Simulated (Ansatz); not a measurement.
ZnO:
```yaml
crystal:
  lattice:
    - [3.23502, 0.00000, 0.00000]
    - [-1.61751, 2.80161, 0.00000]
    - [0.00000, 0.00000, 5.21142]
  atoms:
    - { symbol: Zn, position: [0.66667, 0.33333, 0.50033] }
    - { symbol: Zn, position: [0.33333, 0.66667, 0.00033] }
    - { symbol: O, position: [0.66667, 0.33333, 0.87998] }
    - { symbol: O, position: [0.33333, 0.66667, 0.37998] }
```

Relaxed with r²SCAN. Special points in fractions of this cell's reciprocal vectors: Γ (0.000, 0.000, 0.000); M (0.500, 0.000, 0.000); K (0.333, 0.333, 0.000); A (0.000, 0.000, 0.500); L (0.500, 0.000, 0.500); H (0.333, 0.333, 0.500).

Task: List the band energies nearest the valence-band maximum at these points for r²SCAN in the plane-wave PAW code Ansatz.

Result: In eV from the valence-band maximum; about four levels below and three above (degenerate sets whole), none deeper than 8.9 eV; points with the same levels are listed once.

| k | below | above |
|---|---|---|
| Γ | -0.81 -0.81 -0.10 0.00 0.00 | 1.23 5.88 8.83 |
| M | -2.87 -2.33 -1.31 -0.87 | 6.43 7.39 8.11 |
| K | -3.58 -3.58 -1.96 -1.96 -1.77 | 8.15 8.45 8.45 |
| A | -0.40 -0.40 -0.40 -0.40 | 3.94 3.94 10.84 10.84 |
| L | -1.55 -1.55 -1.41 -1.41 | 6.28 6.28 9.17 9.17 |
| H | -2.74 -2.74 -1.29 -1.29 | 8.53 8.53 8.73 8.73 |

Space group P6_3mc (wurtzite). The r²SCAN relaxation kept the symmetry of its start; of distortions, only those at the zone centre were tested.

Potentials: the earlier of the program's two PAW sets.
